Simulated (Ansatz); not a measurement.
LaN:
Space group P6₃mc (No. 186); a = b = 4.157 Å, c = 5.859 Å, α = β = 90.00°, γ = 120.00°

| atom | site | symmetry | x | y | z |
|---|---|---|---|---|---|
| La | 2b | 3m. | 0.6667 | 0.3333 | 0.4947 |
| N | 2b | 3m. | 0.3333 | 0.6667 | 0.4153 |

Relaxed with r²SCAN.

Task: Give the optical modes at the zone centre with their infrared and Raman activity from DFPT, the program Ansatz at the r²SCAN level (PAW).

Result: Transverse frequencies, without the LO–TO term; a row sums one degenerate level.

```csv
ω (cm⁻¹),degeneracy,IR ((D/Å)²/amu),Raman (Å⁴/amu),activity,symmetry
94,2,0.00,0.12,Raman,E2
191,1,0.00,0,silent,B1
282,1,45.31,420,IR+Raman,A1
323,2,0.00,1000,Raman,E2
347,2,92.67,74,IR+Raman,E1
388,1,0.00,0,silent,B1
```

Task: How high does the top mode go among those that the LO–TO term moves?

Result: 540 cm⁻¹ for q along x, 540 cm⁻¹ for q along y, 501 cm⁻¹ for q along z.

Space group P6_3mc. The first step of the workflow began from a Materials Project structure, measured or hypothetical; the Crystallography Open Database copy checked does not list it. COD files the formula under space group No. 225. Its standing as an ambient phase is unchecked. The r²SCAN relaxation kept the symmetry of its start; its stability against distortions is not shown here. Spin–orbit coupling is left out wherever it is not named.

Potentials: the later of the program's two PAW sets.
